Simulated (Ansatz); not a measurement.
Relaxed candidate structures of IrPt:

A. R-3m, hexagonal axes (No. 166), hR2; a = b = 2.7620 Å, c = 13.3753 Å, α = β = 90.00°, γ = 120.00°; Pt 3a (0.000, 0.000, 0.000); Ir 3b (0.000, 0.000, 0.500)

B. Pmmn, origin choice 1 (No. 59), oP4; a = 2.7565 Å, b = 3.8724 Å, c = 5.5230 Å, α = β = γ = 90.00°; Ir 2a (0.000, 0.000, 0.615); Pt 2a (0.000, 0.000, 0.129)

C. Pnma (No. 62), oP8; a = 5.7305 Å, b = 3.5591 Å, c = 6.3675 Å, α = 90.00°, β = 90.00°, γ = 90.00°; Pt 4c (0.008, 0.250, 0.161); Ir 4c (0.137, 0.250, 0.567)

Task: Rank these by energy per atom (lowest first), as r2SCAN (plane waves to 500 eV, PAW, scalar-relativistic; Ansatz, a quantum-chemistry and plane-wave program) gives it.

Result: B (reference, the lowest of the structures calculated here), A (+0.05 eV/atom), C (+0.34 eV/atom)

Each run could gain symmetry but not lose that of its start, so entries can be saddle points. All of these are generated cells (placed on structure types, drawn at random, substituted or restacked) that were not matched to a known phase here. The real structure of this composition may not be among these, and whether this composition forms is not checked here. Energies are at zero temperature and pressure, without zero-point motion. The runs use different k-meshes, so differences are rounded accordingly. No spin polarisation in the result.
